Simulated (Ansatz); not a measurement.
A: Os (hcp, Mg type), a = b = 2.755 Å, c = 4.344 Å, α = β = 90.00°, γ = 120.00°
B: BaTiO3 (tetragonal-perovskite type, space group P4mm), a = 3.985 Å, b = 3.985 Å, c = 4.201 Å, α = 90.00°, β = 90.00°, γ = 90.00°
C: Ti (hcp, Mg type), a = b = 2.9390 Å, c = 4.6501 Å, α = β = 90.00°, γ = 120.00°
D: WSi2 (MoSi2 type, space group I4/mmm), a = b = 3.229 Å, c = 7.867 Å, α = β = γ = 90.00°

Scan: energy over volume and axial ratio (atoms clamped). One method and one kind of scan serve all of them; meshes and ranges differ. All were relaxed with their symmetry unable to fall. BaTiO3 is run without spin polarisation. Os is run without spin polarisation. Spin-orbit coupling is left out. Ti is run without spin polarisation. WSi2 is run without spin polarisation.

### Question
Put the candidates in order of modulus against c/a change at fixed volume, (3/4V)·∂²E/∂(ln c/a)² (fitted), lowest first, for PBE (plane waves to 420 eV, PAW, scalar-relativistic; Ansatz, an electronic-structure program).

### Answer
C (58 GPa), B (85 GPa), D (203 GPa), A (295 GPa)

(Under strain, the slope of the energy per volume gives the stress and its curvature an elastic modulus.)
